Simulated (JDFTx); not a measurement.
An input for a modified build of JDFTx (C2H5S (SMILES CC[S]), charge 0, multiplicity 2; bohr, hartree):

```
lattice \
  15.5902405282 0.0000000000 0.0000000000 \
  0.0000000000 13.7005144035 0.0000000000 \
  0.0000000000 0.0000000000 13.2280828724
coords-type Cartesian
ion C -1.8216380769 0.1958651750 -0.0000520236 0
ion C 0.9748606106 0.8463607656 -0.0001623710 0
ion S 2.9386496435 -1.9349354656 -0.0004631309 0
ion H -2.3034527298 -0.9047294855 1.6674158272 0
ion H -2.9386496435 1.9223547598 0.0005888164 0
ion H -2.3037651060 -0.9031055597 -1.6685961970 0
ion H 1.4839454002 1.9345006170 1.6765525819 0
ion H 1.4837610448 1.9349354656 -1.6765525819 0
ion-species pseudo/c_pbe_v1.2.upf
ion-species pseudo/s_pbe_v1.4.upf
ion-species pseudo/h_pbe_v1.4.upf
core-overlap-check none
elec-cutoff 20 100
elec-ex-corr gga-PBE
symmetries none
coulomb-interaction Isolated
coulomb-truncation-embed 0 0 0
elec-n-bands 10
spintype z-spin
elec-initial-magnetization 1 yes
electronic-scf nIterations 100 energyDiffThreshold 1e-08
dump-name s0.$VAR
dump End State Ecomponents EigStats BandEigs Forces ElecDensity IonicPositions
```

What happens when this is run, and what should be changed?

It stops during set-up with
```
Atom 3 lies within the margin of 5 bohrs from the truncation boundary.
Expand unit cell, or if absolutely sure, reduce coulomb-truncation-ion-margin.
Failed.
```
The box is too small for the truncated Coulomb interaction: enlarge the cell, or lower coulomb-truncation-ion-margin if the density is known to be confined.
